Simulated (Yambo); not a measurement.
Input:

```xyz
8
Lattice="3.2920 -3.1873 0.0000 3.2920 3.1873 0.0000 -1.8912 0.0000 5.7120" Properties=species:S:1:pos:R:3 pbc="T T T"
H      3.0554     1.9847     1.0791
H      3.0554    -1.9847     1.0791
O      0.5084     0.0000     0.5938
O      2.4975     1.2394     1.5396
O      2.4975    -1.2394     1.5396
P      2.0602     0.0000     0.6352
S      1.0244     0.0000     4.5581
K      4.4211     0.0000     3.4952
```

Workflow: PBEsol (Quantum ESPRESSO, PseudoDojo norm-conserving, 84 Ry, without SOC), then G0W0 in Yambo (2×2×2 Γ-centred k mesh, 171 bands and a 7 Ry block in the screening, 171 bands in G with the Bruneval-Gonze terminator, plasmon pole fitted at 27.2 eV).

### Question
Give the PBEsol and G0W0 gaps between the band edges found on this mesh, and say where the edges lie.

### Answer
Edges: (0, 0, -0.5) → Γ. PBEsol: 4.43 eV; G0W0: 7.13 eV. Nearest settings tried, and what they do to the gap: 110 bands in W, 110 bands in G: -9 meV; 3 Ry block (79 vectors against 257): -297 meV. Not varied: mesh. So the settings aren't converged at that level. The k mesh is coarse. 

Geometry of the Materials Project entry, not relaxed at this level.
